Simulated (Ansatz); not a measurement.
Li2MnN2 (P-3m1), symmetry broken, then relaxed

Method: Ansatz 0.2.0, DFT PBE, scalar-relativistic, plane waves, PAW. Cutoff 420 eV, Γ-centred 9×9×6 k-points, Gaussian smearing of 0.05 eV. Collinear spins, started from moments 0.0, 0.0, 2.8, 0.0, 0.0 μB in atom order; the magnetic state may not be the lowest. Energies are free energies at this smearing, counted from the undisturbed cell; pressure is positive in compression.

The starting cell (relaxed at this level; it needn't be the usual structure):

```xyz
5
Lattice="3.0144 0.0000 0.0000 -1.5072 2.6106 0.0000 0.0000 0.0000 5.3918" Properties=species:S:1:pos:R:3 pbc="T T T"
Li    1.5072    0.8702    1.9106
Li    0.0000    1.7404    3.4812
Mn    0.0000    0.0000    0.0000
N     1.5072    0.8702    4.3121
N     0.0000    1.7404    1.0796
```

The atoms are displaced (Å, in the unstrained cell):

| atom | ux | uy | uz |
| --- | --- | --- | --- |
| Li1 | -0.012 | 0.005 | 0.045 |
| Li2 | 0.017 | -0.004 | -0.011 |
| Mn3 | 0.007 | -0.012 | 0.008 |
| N4 | 0.004 | -0.008 | -0.006 |
| N5 | -0.016 | 0.019 | -0.037 |

The cell is strained by (0.0021, 0.0183, -0.0118, -0.0150, 0.0114, -0.0088) (xx, yy, zz, yz, xz, xy; engineering shear). Cell and atoms are then relaxed.

Question: Does the relaxation return to the undisturbed structure?

Answer: Yes (up to a choice of domain or origin): same space group and volume, and an energy 0.0 meV/atom from it. The disturbance itself cost 8.5 meV/atom. The final space group reads P-3m1 (tolerance 0.05 Å) and the volume changes by -0.03 %.

Final structure:

```xyz
5
Lattice="3.0147 0.0000 0.0000 -1.5073 2.6108 0.0000 0.0000 -0.0001 5.3892" Properties=species:S:1:pos:R:3 pbc="T T T"
Li    1.5074    0.8702    1.9103
Li    0.0000    1.7405    3.4789
Mn    1.5074    2.6107    5.3892
N     1.5073    0.8702    4.3098
N     0.0001    1.7405    1.0794
```

The relaxation, step by step (energy from the first step; small jumps at an unchanged geometry come where the plane waves are selected anew for the new cell):

```tsv
step	ΔE (meV/atom)	largest force component (eV/Å)	pressure (GPa)
1	0.0	0.659	-1.60
2	-6.3	0.256	-1.09
3	-8.1	0.105	-0.09
4	-8.5	0.046	-0.28
5	-8.6	0.013	0.05
6	-8.7	0.000	-0.01
7	-8.5	0.001	-0.03
8	-8.5	0.001	0.01
9	-8.5	0.001	0.01
```

Cost: 3 runs of about 8.6 core-minutes in all, on Arm Neoverse V2 (shared hosts).